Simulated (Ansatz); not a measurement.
## KF: from a starting cell to a relaxed one

The start is a relaxed KF cell, doubled along one cell vector, shaken by Gaussian noise of σ = 0.08 Å a coordinate. The structure is fully relaxed (lattice and positions, P = 0) with PBE (plane waves to 420 eV, PAW, scalar-relativistic; Ansatz, a program for electronic structure). The first steps use a coarse 7×7×4 k-mesh.

Initial structure:
```
KF
1.0
    0.00000     2.70985     2.70985
    2.70985     0.00000     2.70985
    5.41971     5.41971     0.00000
F K
2 2
Direct
  0.01477   0.01324   0.99731
  0.96035   0.01217   0.49245
  0.47833   0.48583   0.25071
  0.47338   0.48458   0.76386
```

Q: By how much does the energy per atom fall from start to end?

A: 0.012 eV/atom.

Q: Does it find its way back to the structure it was made from?

A: It returns to the parent structure, Fm-3m (No. 225).

Q: Is the relaxed structure metallic? Give its gap.

A: 5.96 eV, direct at Γ (no spin-orbit coupling).

Relaxed structure:

Space group Fm-3m (No. 225); a = 5.421 Å, b = 5.421 Å, c = 5.421 Å, α = 90.00°, β = 90.00°, γ = 90.00°

| atom | site | symmetry | x | y | z |
|---|---|---|---|---|---|
| F | 4a | m-3m | 0.0000 | 0.0000 | 0.0000 |
| K | 4b | m-3m | 0.5000 | 0.5000 | 0.5000 |
(The calculation used a cell of 2 atoms; values per cell refer to that cell.)

Final values are on a 11×11×11 k-mesh of the relaxed cell. No spin polarisation in the result.
